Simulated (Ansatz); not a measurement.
Computed with DFT PBE, scalar-relativistic, plane waves, PAW in Ansatz. Settings: cutoff 420 eV, Γ-centred meshes spaced at most about 0.3 Å⁻¹ (2π included), Gaussian smearing. No spin polarisation in the final relaxations.

Temperature and zero-point effects are left out.

Two relaxed structures of Ga3As2P:

A.

```
CELL_PARAMETERS angstrom
-2.00161 2.00161 8.50414
2.00161 -2.00161 8.50414
2.00161 2.00161 -8.50414
ATOMIC_POSITIONS crystal
Ga 0.00000 0.00000 0.00000
Ga 0.67072 0.67072 0.00000
Ga 0.32928 0.32928 0.00000
P 0.25000 0.75000 0.50000
As 0.58532 0.08532 0.50000
As 0.91468 0.41468 0.50000
```

B.

```
CELL_PARAMETERS angstrom
3.99198 0.00000 0.00000
-1.99599 3.45716 0.00000
0.00000 0.00000 19.75186
ATOMIC_POSITIONS crystal
Ga 0.66667 0.33333 0.16671
Ga 0.66667 0.33333 0.49672
Ga 0.66667 0.33333 0.83668
Ga 0.33333 0.66667 0.99672
Ga 0.33333 0.66667 0.33668
Ga 0.33333 0.66667 0.66671
P 0.66667 0.33333 0.95812
P 0.33333 0.66667 0.45812
As 0.66667 0.33333 0.29273
As 0.66667 0.33333 0.62304
As 0.33333 0.66667 0.12304
As 0.33333 0.66667 0.79273
```

Problem. Which would you expect to be lower, and how large is the difference?

Solution. A is lower, by 13 meV/atom. A has P and As ordered on zinc blende sites, space group I-4m2 (No. 119), 22.7 Å³/atom and a gap of 0.58 eV on its mesh; B has P and As ordered on wurtzite sites, space group P6_3mc (No. 186), 22.7 Å³/atom and a gap of 0.53 eV. Counting As or P atoms around Ga (for each partner element, those within 1.25 times its shortest distance or 1.15 times the sum of covalent radii, where it is the nearest in units of that sum or under 1.3), A and B both have Ga 4. Both come from invented guesses.

Kohn–Sham gaps at this level usually fall short of measured ones. Cells relaxed within their symmetry can be saddle points.
